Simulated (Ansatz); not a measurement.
Given:

ZnIn2S4:
```
ZnIn2S4
1.0
    1.91497     1.10561    11.97229
   -1.91497     1.10561    11.97229
    0.00000    -2.21122    11.97229
S Zn In
4 1 2
Direct
  0.54001   0.54001   0.54001
  0.69921   0.69921   0.69921
  0.13005   0.13005   0.13005
  0.95733   0.95733   0.95733
  0.60877   0.60877   0.60877
  0.83830   0.83830   0.83830
  0.06233   0.06233   0.06233
```

This is the LDA-relaxed structure.

### Question
All from LDA in the plane-wave PAW code Ansatz, unless another level is named. Predict the Bader charges.

### Answer
S -0.85 to -0.69, Zn +0.81, In +1.10 to +1.24 e.

### Question
Predict the Born charges (a third of the trace).

### Answer
S -2.30 to -1.52, Zn +2.09, In +2.75 to +3.32 e.

### Question
Predict the electronic dielectric constant ε∞ (DFPT).

### Answer
8.38 (xx = yy), 9.78 (zz).

Space group R3m. The workflow started from an entry of the Crystallography Open Database (COD), which files this formula under 3 space groups. Its standing as an ambient phase is unchecked. Symmetry was held in the LDA relaxation; whether a distortion lowers the energy is not shown. A crystal of weakly bound layers computed without a dispersion correction: the cell and the soft elastic constants depend strongly on that. Spin–orbit coupling is left out wherever it is not named.

Potentials: the later of the program's two PAW sets.
